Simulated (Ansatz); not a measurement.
# Structure search: one In3GaP2 candidate

All numbers below come from Ansatz 0.2.0, DFT PBE, scalar-relativistic, plane waves, PAW. Cutoff 420 eV, Gaussian smearing, Γ-centred meshes. Cell and atoms relax first on a coarse mesh and then on a finer one. In between, the cell is made exact in the group found at 0.06 Å. In metals the finer mesh still leaves noise of several meV/atom or more. The steps can't lower the symmetry of their start. No spin polarisation.

Recipe of this trial structure of In3GaP2: random cell by space group and Wyckoff sites (P6/mmm, No. 191). Lengths were set from tabulated atomic sizes, so they are only a guess.

```
In Ga P
1.0
     6.17514    0.00000    0.00000
    -3.08757    5.34783    0.00000
     0.00000    0.00000    4.96740
In Ga P
3 1 2
Cartesian
  3.0876 0.0000 0.0000
  -1.5438 2.6739 0.0000
  1.5438 2.6739 0.0000
  0.0000 0.0000 0.0000
  0.0000 3.5652 0.0000
  3.0876 1.7826 0.0000
```

The zero of energy is the elements' standard structures at the same level; no fitted shifts are applied. The references include black phosphorus.

Q: Where does the relaxation end?

A: The symmetry stays P6/mmm (No. 191). The volume per atom grows by 24.4 %, from 27.3 to 34.0 Å³. The shortest distance goes from 1.78 Å (In–P) to 2.65 Å (In–P). The ratio c/a of the conventional cell changes by a factor of 0.38. The energy falls by about 5.7 eV/atom (the start's value is from the coarse mesh). Conventional cell: a = 9.177 Å, c = 2.798 Å. In has 2 P at 2.65 Å and 2 In at 2.80 Å; around Ga lie 2 Ga at 2.80 Å; around P lie 3 In at 2.65 Å and 2 P at 2.80 Å.

```
In Ga P
1.0
     9.17653    0.00000    0.00000
    -4.58826    7.94711    0.00000
     0.00000    0.00000    2.79760
In Ga P
3 1 2
Direct
  0.50000 0.00000 0.00000
  0.00000 0.50000 0.00000
  0.50000 0.50000 0.00000
  0.00000 0.00000 0.00000
  0.33333 0.66667 0.00000
  0.66667 0.33333 0.00000
```

Q: How does it come out in energy, and is it a metal?

A:

- Energy over the elements: +0.55 eV/atom
- Gap on the 6×6×14 mesh of the 6-atom cell: 0 eV (a metal)

A positive value: parting into the elements would lower its energy.

The last run used Gaussian smearing of 0.10 eV. The reference form of P is held partly by dispersion forces, which this level lacks. A structure relaxed within its symmetry needn't be a true minimum. Another cell of In3GaP2 relaxed alike, in P-4m2, lies 0.46 eV/atom lower, so this cell isn't the stable form at this level.
